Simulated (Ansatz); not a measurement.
## La$_{2}$Zn$_{6}$Ge$_{3}$ squeezed and stretched

A database entry relaxed whole under r2SCAN (P-62m):

```
La Zn Ge
1.0
     7.67325    0.00000    0.00000
    -3.83662    6.64523    0.00000
     0.00000    0.00000    4.13638
La Zn Ge
2 6 3
Direct
  0.33333 0.66667 0.00000
  0.66667 0.33333 0.00000
  0.18723 0.00000 0.00000
  0.81277 0.81277 0.00000
  0.00000 0.18723 0.00000
  0.71125 0.00000 0.50000
  0.28875 0.28875 0.50000
  0.00000 0.71125 0.50000
  0.37692 0.00000 0.50000
  0.62308 0.62308 0.50000
  0.00000 0.37692 0.50000
```

The cell was scaled uniformly, its shape held, and the atoms relaxed at each volume with plane-wave PAW DFT (Ansatz 0.2.0; r2SCAN, 500 eV, 5×5×8 Γ-centred mesh, fermi-dirac occupations of width 0.100 eV; no spin, no spin-orbit coupling). One row is withheld.

```tsv
volume (Å³/atom)	energy over the lowest (meV/atom)	pressure (GPa)
18.024	19.5	5.83
18.407	?	?
18.791	1.9	1.74
19.174	0.0	-0.01
19.558	2.0	-1.56
19.941	7.5	-2.94
20.325	16.2	-4.17
```

Task: Fit the pressures of the other rows to the third-order Birch-Murnaghan form.

Result: With f = [(V₀/V)^(2/3) − 1]/2 and P = 3B₀f(1 + 2f)^(5/2)[1 + 3(B₀′ − 4)f/2], least squares gives V₀ = 19.17 Å³ an atom, B₀ = 81.8 GPa and B₀′ = 4.6; the rows miss the fit by less than 0.01 GPa. The slope of the energies differs from these pressures by 0.06 GPa, since they are taken to zero smearing while pressures follow the free energy.

Task: What does the withheld row hold?

Result: The fit gives 3.67 GPa at 18.407 Å³; the run gave 3.67 GPa and 8.3 meV an atom.

Caveats: the shape of the cell was held, so B₀ is an upper bound where the axes differ in stiffness; 0 K, fixed nuclei; the symmetry was kept, and this need not be the phase that is stable at 0 K; one mesh for all volumes; pressure is positive in compression.
